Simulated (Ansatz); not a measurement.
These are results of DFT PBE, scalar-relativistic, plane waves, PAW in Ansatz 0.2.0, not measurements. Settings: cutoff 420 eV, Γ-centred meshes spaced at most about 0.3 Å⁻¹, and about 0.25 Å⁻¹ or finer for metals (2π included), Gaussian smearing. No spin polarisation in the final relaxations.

These are static total energies at zero pressure. All come from trial cells, and lower structures may exist.

**Question.** Order these relaxed structures of Ca2Ge3N by energy, lowest first, with the energy over the lowest of them.
A.

Space group R-3m:H (No. 166). a = 5.593 Å, b = 5.593 Å, c = 12.720 Å, α = 90.00°, β = 90.00°, γ = 120.00°
| atom | site | symmetry | x | y | z |
| --- | --- | --- | --- | --- | --- |
| Ca | 6c | 3m | 0.3333 | 0.6667 | 0.7933 |
| Ge | 9e | .2/m | 0.5000 | 0.5000 | 0.0000 |
| N | 3b | -3m | 0.3333 | 0.6667 | 0.1667 |

B.

Space group P-6m2 (No. 187). a = 4.153 Å, b = 4.153 Å, c = 8.249 Å, α = 90.00°, β = 90.00°, γ = 120.00°
| atom | site | symmetry | x | y | z |
| --- | --- | --- | --- | --- | --- |
| Ca | 2i | 3m. | 0.6667 | 0.3333 | 0.2305 |
| Ge | 1b | -6m2 | 0.0000 | 0.0000 | 0.5000 |
| Ge | 1c | -6m2 | 0.3333 | 0.6667 | 0.0000 |
| Ge | 1d | -6m2 | 0.3333 | 0.6667 | 0.5000 |
| N | 1a | -6m2 | 0.0000 | 0.0000 | 0.0000 |

C.

Space group P-3m1 (No. 164). a = 3.539 Å, b = 3.539 Å, c = 11.354 Å, α = 90.00°, β = 90.00°, γ = 120.00°
```tsv
atom	site	symmetry	x	y	z
Ca	2d	3m.	0.6667	0.3333	0.8891
Ge	2d	3m.	0.6667	0.3333	0.3463
Ge	1b	-3m.	0.0000	0.0000	0.5000
N	1a	-3m.	0.0000	0.0000	0.0000
```

D.

Space group P4/mmm (No. 123). a = 4.966 Å, b = 4.966 Å, c = 6.032 Å, α = 90.00°, β = 90.00°, γ = 90.00°
| atom | site | symmetry | x | y | z |
| --- | --- | --- | --- | --- | --- |
| Ca | 2e | mmm. | 0.0000 | 0.5000 | 0.5000 |
| Ge | 1c | 4/mmm | 0.5000 | 0.5000 | 0.0000 |
| Ge | 2f | mmm. | 0.0000 | 0.5000 | 0.0000 |
| N | 1d | 4/mmm | 0.5000 | 0.5000 | 0.5000 |

**Answer.** C (0 meV/atom), B (292 meV/atom), A (462 meV/atom), D (601 meV/atom). Forms: C P-3m1; B P-6m2; A R-3m; D P4/mmm. B holds Ge–Ge nets (shortest 2.40 Å); D holds Ge–Ge nets (shortest 2.48 Å) (bonds between like non-metal atoms; other contacts aren't counted).

A magnetic state wasn't ruled out in cells without spin, among them P4/mmm. Cells relaxed within their symmetry can be saddle points. Some structure types and database cells were kept out of the candidates from the start, so a known form may be missing.
